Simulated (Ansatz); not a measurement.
The relaxed structure here is a generated cell of Si2W: the first start was made by placing the elements on the sites of a structure type, and the end was not matched to a known phase here, so it may be hypothetical. Known forms of Si2W include space group No. 139.

One starting cell of Si₂W (a generated cell, Si2W built in the C49 structure type) was relaxed twice with Ansatz (plane waves, PAW, scalar-relativistic): with r2SCAN at 500 eV and with PBE at 420 eV. The r2SCAN result:

```xyz
6
Lattice="1.7187 -7.7771 0.0000 1.7187 7.7771 0.0000 0.0000 0.0000 3.3370" Properties=species:S:1:pos:R:3 pbc="T T T"
Si     1.7187    -6.8265     2.5028
Si     1.7187     6.8265     0.8343
Si     1.7187     3.9240     2.5028
Si     1.7187    -3.9240     0.8343
W      1.7187    -2.0153     2.5028
W      1.7187     2.0153     0.8343
```

| quantity | r2SCAN | PBE |
|---|---|---|
| space group | Cmcm | Cmcm |
| volume (Å³/atom) | 14.87 | 15.06 |
| a (Å) | 3.437 | 3.451 |
| b (Å) | 15.554 | 15.553 |
| c (Å) | 3.337 | 3.366 |
| gap (eV, no spin-orbit coupling) | 0.00 | 0.00 |

Both levels end in the same structure; PBE's volume is 1.3 % larger. Neither column is exact.

No spin polarisation in the result.

The run could not lose the symmetry of its start, so the end can be a saddle point.

Ansatz is a first-principles code.
